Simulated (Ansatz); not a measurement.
Mg$_{2}$Si:
```
Mg2Si
1.0
    0.00000     3.18220     3.18220
    3.18220     0.00000     3.18220
    3.18220     3.18220     0.00000
Mg Si
2 1
Direct
  0.25000   0.25000   0.25000
  0.75000   0.75000   0.75000
  0.00000   0.00000   0.00000
```

Relaxed with PBE.

Problem. Decompose the optical modes at the zone centre into irreducible representations, and say which are infrared and Raman allowed.

Solution. Point group m-3m: Γ_opt = T1u + T2g. Infrared: T1u. Raman: T2g.

Problem. Assign frequencies (DFPT, PBE (plane waves, PAW; program Ansatz); without the LO–TO term).

Solution. T2g 255, T1u 273 cm⁻¹.

Space group Fm-3m (fluorite or antifluorite type). The cell was relaxed with PBE under the symmetry of its start; phonons on a q-mesh show no instability.

Potentials: the later of the program's two PAW sets.
